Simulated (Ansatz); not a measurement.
**Which way does ZnO + PbSe ⇌ ZnSe + PbO run?**

Plane-wave DFT in Ansatz with scalar-relativistic PAW potentials, cutoff 500 eV, Γ-centred meshes chosen by cell and gap, Gaussian smearing with energies taken to zero width. Every cell was relaxed (cell and atoms) in a run of its own, within the symmetry of its start. Functional: r2SCAN.

Total energies hold large constants for each element; a whole number of eV per atom of each element is taken off below, which cancels in a balanced reaction.

```csv
compound,lowest structure computed,structures tried,V (Å³/atom),gap on mesh (eV),"E (eV per formula unit, common shift removed)"
ZnO,P6_3mc,4,11.81,1.24,-2.9265
PbSe,Fm-3m,3,29.49,0.67,-1.3328
ZnSe,F-43m,2,22.72,1.87,-1.4986
PbO,P4/nmm,2,21.15,1.83,-2.3337
```

Problem. Work out the reaction energy at 0 K.

Solution. ΔE = E(ZnSe) + E(PbO) − E(ZnO) − E(PbSe) = 0.427 eV, or 41 kJ per mole of reaction (107 meV/atom). The left side is lower: Zn takes O and Pb takes Se. Pauling's electronegativities (Zn 1.65, Pb 1.87; O 3.44, Se 2.55) would pair Zn with O, the most ionic bond; the result follows that. All four are computed as solids; where they are solids at ordinary conditions entropy changes little. A lower structure that wasn't tried would shift the value, and mixed crystals may lie lower than either side.

Spin-orbit coupling is left out, which matters for the bands of heavy elements. For Tl, Pb and Bi spin-orbit coupling shifts energies too.